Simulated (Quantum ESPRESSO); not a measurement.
# Planted mistakes on one cell of Ga3InP4

These are calculations, not measurements. They come from pw.x of Quantum ESPRESSO 7.5, a plane-wave density functional program, with PseudoDojo standard norm-conserving files (v0.5 for PBE, v0.4.1 for LDA and PBEsol). The cells are made up: elements, strain and atom displacements were drawn at random, and nothing was relaxed. There is no spin polarisation, spin-orbit coupling or dispersion term.

The cell has 8 sites of a zincblende or diamond lattice. Sites 1 to 4 hold Ga Ga Ga In; sites 5 to 8 hold P P P P. Cell vectors in Å: (5.592, 0.071, 0.053); (0.071, 5.520, 0.048); (0.053, 0.048, 5.443). Settings: PBE, cutoff 1088 eV, 4 x 4 x 4 k mesh shifted by half a step, Fermi-Dirac smearing of 0.025 eV.

The intended run has a self-consistency threshold of 1e-07 eV, a smearing term of 0.000 eV, a pressure of 5.43 GPa and 10 iterations. Each further run changes one thing: all lengths scaled by 0.9855; atoms of sites 3 and 4 exchanged; cutoff 729 eV; files of PBEsol; k mesh 2 x 2 x 2; one electron added; smearing 0.32 eV; threshold 0.4 eV. A coarse mesh keeps the shift, and a charged cell sits in a uniform background.

```
run  change of free energy (eV)  smearing term -TS (eV)  change of P (GPa)  largest change of a force component (eV/Å)  iterations
  A                       0.186                   0.000               0.41                                       2.099          10
  B                       8.850                   0.000             -66.97                                       0.007          10
  C                      -0.035                  -0.165               0.07                                       0.028          10
  D                      14.591                   0.000              -3.12                                       0.052          10
  E                       9.515                  -0.006              12.79                                       0.227          11
  F                       0.343                   0.000               4.51                                       0.187          10
  G                       0.009                   0.000               1.08                                       0.464           3
  H                       0.483                   0.000               0.34                                       0.021          10
```

A rerun of the intended cell at 1377 eV and k mesh 6 x 6 x 6 moved values by no more than 0.010 eV in the cell's energy, 0.03 GPa in stress and 0.002 eV/Å in force.

Question: which change belongs to which run?

## Worked reading

Run G has the fewest iterations, as a run stopped early does. Run C has the largest smearing term, as wide smearing gives. Run B has a higher energy and the largest fall in pressure, as too small a basis gives. Run F changes the volume by a factor of 0.9571; minus its pressure change over the logarithm of that factor, 103 GPa, is a rough bulk modulus with clamped atoms. Energies from files of another functional, or of a charged cell, have another zero and say nothing on stability; the pressure of a charged cell rests on the program's zero of potential too.

## Key

```
run,change
A,atoms of sites 3 and 4 exchanged
B,cutoff 729 eV
C,smearing 0.32 eV
D,files of PBEsol
E,one electron added
F,all lengths scaled by 0.9855
G,threshold 0.4 eV
H,k mesh 2 x 2 x 2
```